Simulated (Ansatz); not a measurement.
S:
```yaml
crystal:
  lattice:
    - [8.30051, 0.00000, 0.00000]
    - [0.00000, 13.18866, 0.00000]
    - [-5.06490, 0.00000, 8.00046]
  atoms:
    - { symbol: S, position: [0.64675, 0.65349, 0.32274] }
    - { symbol: S, position: [0.35325, 0.34651, 0.67726] }
    - { symbol: S, position: [0.35325, 0.65349, 0.17726] }
    - { symbol: S, position: [0.64675, 0.34651, 0.82274] }
    - { symbol: S, position: [0.81120, 0.41966, 0.34500] }
    - { symbol: S, position: [0.18880, 0.58034, 0.65500] }
    - { symbol: S, position: [0.18880, 0.41966, 0.15500] }
    - { symbol: S, position: [0.81120, 0.58034, 0.84500] }
    - { symbol: S, position: [0.74942, 0.55550, 0.21983] }
    - { symbol: S, position: [0.25058, 0.44450, 0.78017] }
    - { symbol: S, position: [0.25058, 0.55550, 0.28017] }
    - { symbol: S, position: [0.74942, 0.44450, 0.71983] }
    - { symbol: S, position: [0.58967, 0.32005, 0.20611] }
    - { symbol: S, position: [0.41033, 0.67995, 0.79389] }
    - { symbol: S, position: [0.41033, 0.32005, 0.29389] }
    - { symbol: S, position: [0.58967, 0.67995, 0.70611] }
    - { symbol: S, position: [0.09392, 0.21881, 0.87763] }
    - { symbol: S, position: [0.90608, 0.78119, 0.12237] }
    - { symbol: S, position: [0.90608, 0.21881, 0.62237] }
    - { symbol: S, position: [0.09392, 0.78119, 0.37763] }
    - { symbol: S, position: [0.26543, 0.98477, 0.00554] }
    - { symbol: S, position: [0.73457, 0.01523, 0.99446] }
    - { symbol: S, position: [0.73457, 0.98477, 0.49446] }
    - { symbol: S, position: [0.26543, 0.01523, 0.50554] }
    - { symbol: S, position: [0.31464, 0.12208, 0.93165] }
    - { symbol: S, position: [0.68536, 0.87792, 0.06835] }
    - { symbol: S, position: [0.68536, 0.12208, 0.56835] }
    - { symbol: S, position: [0.31464, 0.87792, 0.43165] }
    - { symbol: S, position: [0.14574, 0.88679, 0.80539] }
    - { symbol: S, position: [0.85426, 0.11321, 0.19461] }
    - { symbol: S, position: [0.85426, 0.88679, 0.69461] }
    - { symbol: S, position: [0.14574, 0.11321, 0.30539] }
```

Relaxed with PBEsol. Special points in fractions of this cell's reciprocal vectors: Γ (0.000, 0.000, 0.000); Z (0.000, 0.500, 0.000); D (0.000, 0.500, 0.500); B (0.000, 0.000, 0.500); A (-0.500, 0.000, 0.500); E (-0.500, 0.500, 0.500); C2 (-0.500, 0.500, 0.000); Y2 (-0.500, 0.000, 0.000).

Task: List the band energies nearest the valence-band maximum at these points for PBEsol in the plane-wave PAW code Ansatz.

Result: In eV from the valence-band maximum; about four levels below and three above (degenerate sets whole), none deeper than 8.9 eV; points with the same levels are listed once.

```tsv
k	below	above
Γ	-0.61 -0.56 -0.26 -0.08	2.20 2.44 2.57 2.57
Z	-0.56 -0.52 -0.28 -0.10	2.40 2.44 2.46
D	-0.52 -0.52 -0.38 -0.38	2.24 2.24 2.51 2.51
B	-0.52 -0.52 -0.39 -0.39	2.25 2.25 2.50 2.50
A	-0.55 -0.55 -0.43 -0.43	2.39 2.39 2.52 2.52
E	-0.52 -0.52 -0.49 -0.49	2.35 2.35 2.63 2.63
C2	-0.50 -0.47 -0.18 0.00	2.22 2.35 2.50
Y2	-0.51 -0.51 -0.11 -0.01	2.26 2.27 2.52
```

Space group P2/c. The first step of the workflow began from a Materials Project structure, measured or hypothetical; the Crystallography Open Database files this formula in space group No. 13, but the cells were not matched. It is not the phase usual at ambient conditions (space group No. 70). Symmetry was held in the PBEsol relaxation; its stability against distortions is not shown here. A crystal of weakly bound molecules computed without a dispersion correction: the cell and the soft elastic constants depend strongly on that.

Potentials: the later of the program's two PAW sets.
